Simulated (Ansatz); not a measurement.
Values for one crystal, relaxed and computed with DFT-r²SCAN in the program Ansatz with PAW potentials; other levels are named.

```yaml
volume_per_atom: 24.55 Å³
electronic_character: metallic (no gap)
Density of states at the Fermi level: 0.07 states/eV per atom (mean over ±0.08 eV)
Formation energy from the elements (no fitted shifts): -0.78 eV/atom
```

### Question
Which of these materials gives this?
(A) BeTe, CsCl type
(B) LaGe3Ru, I4mm (La on 2a, Ge on 2a, Ge on 4b, Ru on 2a)
(C) SnSe, rock salt
(D) ZrSnTe, P4/nmm (Zr on 2c, Sn on 2a, Te on 2c)

### Answer
D, ZrSnTe, P4/nmm (Zr on 2c, Sn on 2a, Te on 2c)

The workflow started from a Materials Project entry (that database holds measured and hypothetical structures alike); the Crystallography Open Database copy checked does not list it. Its standing as an ambient phase is unchecked. Symmetry was held in the r²SCAN relaxation; whether a distortion lowers the energy is not shown. No spin polarisation was allowed. The references are the lowest solids computed at this level, not always the standard phases. Spin–orbit coupling is left out wherever it is not named.

Potentials: the later of the program's two PAW sets.
